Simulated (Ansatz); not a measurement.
**Fe4Pt (I4/m)**

Level of theory: Ansatz, DFT PBE, scalar-relativistic, plane waves, PAW.

Plane waves to 420 eV, a k mesh through Γ of 14×14×14 on the computed 5-atom cell and Gaussian smearing (0.10 eV); collinear spin from starting moments 3.0 3.0 3.0 3.0 0.6 μB.

The structure is relaxed at this level of theory with its symmetry kept, and needn't be the ground state of this composition.

```
Fe Pt
1.0
    -3.30436    3.30436    1.45537
     3.30436   -3.30436    1.45537
     3.30436    3.30436   -1.45537
Fe Pt
4 1
Direct
  0.68813 0.89316 0.58129
  0.31187 0.10684 0.41871
  0.10684 0.68813 0.79497
  0.89316 0.31187 0.20503
  0.50000 0.50000 0.00000
```

Task: Formation energy from the elements' standard states (uncorrected)?

Result: -0.078 eV/atom.

Task: Kohn–Sham band gap?

Result: none (metal).

Task: Density of states at the Fermi level?

Result: 3.4 states/eV per cell.

Task: Orbital (Löwdin) character within 0.5 eV of the Fermi level?

Result: Fe 3d 76 %, Pt 5d 12 %, unprojected 5 %.

Task: Bader charge by site (e)?

Result: Fe (4 in the cell) 0.23, Pt (1 in the cell) -0.91.

Task: Total moment?

Result: 11.22 μB per cell.

Task: Moment by site (μB)?

Result: Fe1 2.71, Fe2 2.71, Fe3 2.71, Fe4 2.71, Pt5 0.51.

Spin-orbit coupling is left out, which matters for the bands of heavy elements.

Only this magnetic start was tried.

The cell was found from a structure generator's guess, not taken from experiment. Löwdin shares on free-atom orbitals overweight diffuse shells.
